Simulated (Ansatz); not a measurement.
# Nb2WSe5: rattling a relaxed structure

The structure comes from a proposed guess, relaxed at this level; another structure or a mixture of phases may lie lower.

All numbers below come from DFT PBE, scalar-relativistic, plane waves, PAW (Ansatz 0.2.0). Settings: cutoff 420 eV, Γ-centred mesh 12×12×2 on the computed 8-atom cell, Gaussian smearing of 0.10 eV; no spin polarisation.

The cell below (8 atoms, space group P-6m2 (No. 187)) is relaxed within its symmetry.

```
CELL_PARAMETERS angstrom
3.39123 0.00000 0.00000
-1.69561 2.93689 0.00000
0.00000 0.00000 18.32835
ATOMIC_POSITIONS crystal
Nb 0.33333 0.66667 0.59620
Nb 0.33333 0.66667 0.40380
W 0.00000 0.00000 0.00000
Se 0.33333 0.66667 0.90982
Se 0.33333 0.66667 0.09018
Se 0.00000 0.00000 0.50000
Se 0.00000 0.00000 0.68935
Se 0.00000 0.00000 0.31065
```

For the test it was strained at random (σ = 1.5 % a component), the atoms were moved at random (σ = 0.05 Å), and all was relaxed again on a coarse 6×6×2 mesh (in the run’s order of axes) with 0.20 eV smearing, with no symmetry imposed.

Weakly bound directions are ill-defined at this level, which has no dispersion term. Spin–orbit coupling, which can matter for W, is left out.

Task: Does it come back?

Result: It returns, within 1 meV/atom of the unmoved cell on that mesh and with the same symmetry when read at 0.1 Å (P1 at 0.01 Å, so small strains and shifts remain). So it is stable against the distortions that fit this cell and that this random move excites. Modes that don't fit the cell aren't tested.
